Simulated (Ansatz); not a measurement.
Zr$_{3}$HRh: computed property card

Zr$_{3}$HRh in space group Pm-3m (No. 221; Rh on 1a, Zr on 3c, H on 1b), a = b = c = 4.350 Å, α = β = γ = 90.00°.

Space group Pm-3m (No. 221); conventional cell a = b = c = 4.3503 Å, α = β = γ = 90.00°.

Method: plane-wave PAW r²SCAN (Ansatz code). Geometry: relaxed at this level of theory. Other levels are named where they apply.

**Cell and energy**

```json
{
 "volume_per_atom": "16.47 Å³",
 "density": "7.62 g/cm³",
 "Formation energy from the elements (no fitted shifts)": "-0.29 eV/atom"
}
```

**Electronic structure**

```json
{
 "electronic_character": "metallic (no gap)",
 "Density of states at the Fermi level": "0.87 states/eV per atom (mean over ±0.08 eV)",
 "Gap with spin–orbit coupling": "none (metallic)"
}
```

**Mechanics**

```json
{
 "Bulk modulus (Birch–Murnaghan fit)": "1310 kbar",
 "Pressure derivative B′": "3.9",
 "Elastic constants (relaxed ions, GPa)": "C11 = 125, C12 = 134, C44 = -10.8",
 "mechanical_stability": "unstable (C has a negative eigenvalue)"
}
```

**Charges**

```json
{
  "bader_charges": "Rh -2.02, Zr +0.95, H -0.81 e"
}
```

The start of the workflow was typed in or built on a structure type; neither database checked (COD, Materials Project) lists it. Its standing as an ambient phase is unchecked. Symmetry was held in the r²SCAN relaxation. No spin polarisation was allowed. As this level gives no gap, shear constants depend on the k-mesh and smearing (Fermi–Dirac, 0.1 eV here). On the denser mesh and wider smearing of the elastic run this cell carries a stress of 0.3 GPa. The references are the lowest solids computed at this level, not always the standard phases (solids in place of the gases). Scalar-relativistic: spin–orbit coupling is off unless named, which matters more the heavier the elements.

Potentials: the earlier of the program's two PAW sets.
